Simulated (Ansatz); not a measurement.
CuC₆ in space group P6/mmm (No. 191; C on 6j, Cu on 1b), the program Ansatz at the LDA level (PAW), all energies at zero smearing, with the estimated change up to a 700 eV cutoff added, with one set of potentials and settings (totals compare only within such a set). Cell of 7 atoms (6 C, 1 Cu): -8010.664 eV.

| element | reference phase | E (eV/atom) |
|---|---|---|
| C | Fd-3m, 2 atoms in the cell | -242.9979 |
| Cu | Fm-3m, 1 atoms in the cell | -6555.7252 |

Formation energy per atom, worked out: (-8010.664 − 6×(-242.9979) − 1×(-6555.7252))/7 = 0.436 eV/atom (42 kJ per mol of atoms), at 0 K, without zero-point energy or fitted corrections.

The start of the workflow was typed in or built on a structure type; neither database checked (COD, Materials Project) lists it. Its standing as an ambient phase is unchecked. Symmetry was held in the LDA relaxation. At this level the phase is mechanically unstable. The run is not spin-polarised. The volume moved by -25 % from the start of the relaxation. Its formation energy is positive at this level, so the cell may be metastable or incomplete. The program gave a warning on the electronic state, which may not be the lowest. The references are the lowest solids computed at this level, not always the standard phases.

Potentials: the earlier of the program's two PAW sets. The files were generated under PBE; for other functionals the program regenerates the frozen cores, and for LDA and PBEsol the local potential too.
